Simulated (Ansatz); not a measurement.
## Hydrogen-ended wire of C, C74H42

Ansatz, PAW, plane waves. PBEsol relaxation at a 1×1×3 mesh; single points on the relaxed atoms at a 1×1×2 mesh, onto which points of the small cell's zone fold. No spin–orbit coupling unless named.

Relaxed structure:

```
C H
1.0
    14.28356  -14.28356    0.00000
     8.24662    8.24662  -16.49323
     3.55380    3.55380    3.55380
C H
74 42
Direct
  0.37504 0.35710 0.00376
  0.62514 0.35727 0.00376
  0.49994 0.57216 0.00023
  0.50004 0.42790 0.33303
  0.50014 0.28479 0.66389
  0.37622 0.64334 0.33445
  0.37473 0.49978 0.66719
  0.62355 0.64352 0.33445
  0.62525 0.49996 0.66718
  0.49985 0.71626 0.67443
  0.37643 0.35653 0.24950
  0.62375 0.35671 0.24950
  0.49994 0.57215 0.25093
  0.50004 0.42789 0.58372
  0.50014 0.28379 0.90952
  0.37484 0.64278 0.58020
  0.37473 0.50010 0.91677
  0.62494 0.64295 0.58020
  0.62525 0.50027 0.91677
  0.49983 0.71527 0.92006
  0.50009 0.35494 0.99916
  0.37429 0.57248 0.99916
  0.37487 0.42767 0.33530
  0.62558 0.57266 0.99916
  0.62522 0.42784 0.33530
  0.49989 0.64457 0.33530
  0.49999 0.50002 0.66675
  0.50009 0.35549 0.24866
  0.37476 0.57221 0.24866
  0.37440 0.42740 0.58480
  0.62511 0.57239 0.24866
  0.62569 0.42758 0.58480
  0.49989 0.64511 0.58480
  0.49999 0.50003 0.91722
  0.43754 0.46392 0.00023
  0.43776 0.32118 0.33446
  0.31394 0.53528 0.33446
  0.31280 0.39179 0.67443
  0.68624 0.46327 0.00376
  0.56103 0.67979 0.00376
  0.56242 0.53613 0.33303
  0.56283 0.39167 0.66719
  0.43742 0.60854 0.66719
  0.68632 0.60778 0.66390
  0.43755 0.46392 0.25093
  0.43894 0.32027 0.58020
  0.31373 0.53678 0.58020
  0.31367 0.39228 0.92006
  0.68604 0.46476 0.24951
  0.56222 0.67887 0.24950
  0.56243 0.53614 0.58372
  0.56256 0.39151 0.91677
  0.43715 0.60838 0.91677
  0.68717 0.60828 0.90953
  0.31379 0.46302 0.00377
  0.56249 0.46400 0.00023
  0.56248 0.32128 0.33446
  0.43868 0.67970 0.00375
  0.43750 0.53604 0.33303
  0.43730 0.39158 0.66719
  0.31351 0.60752 0.66389
  0.68599 0.53555 0.33446
  0.68733 0.39205 0.67443
  0.56241 0.60862 0.66719
  0.31399 0.46450 0.24951
  0.56248 0.46401 0.25093
  0.56129 0.32035 0.58020
  0.43750 0.67877 0.24950
  0.43749 0.53605 0.58373
  0.43757 0.39143 0.91677
  0.31265 0.60801 0.90952
  0.68619 0.53704 0.58020
  0.68647 0.39253 0.92006
  0.56268 0.60847 0.91677
  0.37341 0.30534 0.94652
  0.62683 0.30551 0.94656
  0.50018 0.23344 0.60001
  0.33135 0.66963 0.27738
  0.66838 0.66989 0.27741
  0.45648 0.74395 0.61560
  0.54326 0.74396 0.61579
  0.33160 0.33017 0.30655
  0.66863 0.33042 0.30655
  0.45676 0.25607 0.96824
  0.54355 0.25612 0.96824
  0.37316 0.69454 0.63738
  0.62655 0.69472 0.63740
  0.49979 0.76661 0.98395
  0.43743 0.26917 0.27741
  0.26869 0.56092 0.27739
  0.31054 0.34037 0.61565
  0.26711 0.41551 0.61577
  0.73188 0.48775 0.94656
  0.60501 0.70713 0.94653
  0.73077 0.63348 0.60004
  0.39496 0.29292 0.63740
  0.26810 0.51230 0.63742
  0.26922 0.36658 0.98395
  0.73128 0.43911 0.30656
  0.56255 0.73088 0.30654
  0.73286 0.58458 0.96827
  0.68941 0.65970 0.96827
  0.26812 0.48744 0.94657
  0.56288 0.26927 0.27738
  0.39466 0.70698 0.94656
  0.26903 0.63316 0.60003
  0.73120 0.56126 0.27738
  0.68967 0.34064 0.61566
  0.73298 0.41584 0.61574
  0.26878 0.43878 0.30657
  0.60532 0.29307 0.63740
  0.43709 0.73078 0.30656
  0.26699 0.58425 0.96827
  0.31032 0.65943 0.96823
  0.73186 0.51263 0.63743
  0.73095 0.36689 0.98394
```

**Question.** What are the mean bond lengths by pair (pairs within 1.2 times the sum of covalent radii, less contacts 15 % beyond the pair's median; cation–cation pairs of compounds aside; long ionic contacts are cut short by that bound)?

**Answer.** C–C 1.535 ± 0.013 Å (standard deviation, 127 bonds); C–H 1.105 ± 0.003 Å (standard deviation, 42 bonds).

**Question.** What gap lies between the top filled and the lowest empty level in the single points?

**Answer.** HSE06 3.80 eV (46 s on NVIDIA GB200).
